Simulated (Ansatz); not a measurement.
P₂Pd:
```
CELL_PARAMETERS angstrom
      3.44646     2.93253     0.00000
     -3.44646     2.93253     0.00000
     -3.09283     0.00000     5.00796
ATOMIC_POSITIONS crystal
  P  0.31033 0.93784 0.33400
  P  0.68967 0.06216 0.66600
  P  0.93784 0.31033 0.16600
  P  0.06216 0.68967 0.83400
  Pd 0.00000 0.50000 0.50000
  Pd 0.50000 0.00000 0.00000
```

Relaxed with r²SCAN.

### Question
Give the Bader charges and basin volumes of the independent atoms, plane-wave PAW r²SCAN (Ansatz code).

### Answer


```csv
atom,Bader charge (e),Bader volume (Å³)
P1,0.00,16.4
Pd5,0.00,17.8
```

Space group C2/c. The workflow started from a Materials Project entry (that database holds measured and hypothetical structures alike); the Crystallography Open Database copy checked does not list it. Its standing as an ambient phase is unchecked. Symmetry was held in the r²SCAN relaxation; its stability against distortions is not shown here. No spin polarisation was allowed.

Potentials: the later of the program's two PAW sets.
